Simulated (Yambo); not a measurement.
AlP (zinc blende, space group F-43m, No. 216), G0W0@LDA in Yambo (4×4×4 mesh, plasmon pole; 14 Ry block, no terminator). The number N of bands in W and G is varied.

```tsv
N	x = 1/N	gap Γ → X (eV)	shift of the valence edge (eV)
47	0.02128	2.315	-0.596
76	0.01316	2.381	-0.762
112	0.00893	2.423	-0.854
148	0.00676	?	?
```

Basis-set arguments suggest E = E∞ + A x. Fix A and E∞ from the two rows above the withheld one, predict the row at 148 bands, and test the form.

Gap: A = (2.423 − (2.381))/(0.00893 − 0.01316) = -9.93, E∞ = 2.512 eV, so 2.445 eV is predicted; the run gave 2.446 eV (miss 1 meV). The first two rows have slope -8.13, so the form doesn't hold yet over the whole range. Shift: A = (-0.854 − (-0.762))/(0.00893 − 0.01316) = 21.7, E∞ = -1.048 eV, so -0.901 eV is predicted; the run gave -0.900 eV (miss 1 meV). The first two rows have slope 20.4, within 15 % of that. The other settings are held fixed.

Geometry relaxed with LDA; primitive cell a = 3.838 Å, b = 3.838 Å, c = 3.838 Å, α = 60.00°, β = 60.00°, γ = 60.00°.

A shift is the quasiparticle energy of the state minus its LDA energy.
